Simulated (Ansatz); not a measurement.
AuBr in space group I4_1/amd (No. 141; Au on 8c, Br on 8e), DFT-LDA in the program Ansatz with PAW potentials. The conduction-band minimum lies at Γ, with 1 equivalent valley. Second derivatives d²E/dk² of the lowest band at one valley (eV·Å²), along Cartesian directions:

| direction | d²E/dk² |
|---|---|
| [100] | 50.00 |
| [010] | 50.00 |
| [001] | 83.32 |
| [110] | 49.96 |
| [101] | 66.70 |
| [011] | 66.70 |

Q: Find the principal effective masses, the density-of-states mass and the conductivity mass.

A: Off-diagonal terms follow from H_xy = H[110] − (H_xx + H_yy)/2, and m*/mₑ = 7.620 eV·Å² over each eigenvalue: 0.091, 0.15, 0.15. One valley's DOS mass (m₁m₂m₃)^(1/3) = 0.13, conductivity mass 3/(Σ 1/mᵢ) = 0.12 mₑ.

Q: What effective density of states Nc follows at 300 K for parabolic valleys?

A: Nc = 2.509e19 × 1 × (0.13)^(3/2) ≈ 1.2e18 cm⁻³.

The workflow started from an entry of the Crystallography Open Database (COD), which files this formula under 2 space groups. Its standing as an ambient phase is unchecked. Symmetry was held in the LDA relaxation; its stability against distortions is not shown here. Spin–orbit coupling is left out wherever it is not named.

Potentials: the later of the program's two PAW sets.

Edges and masses are those of Kohn–Sham bands, whose gap is no quasiparticle gap.
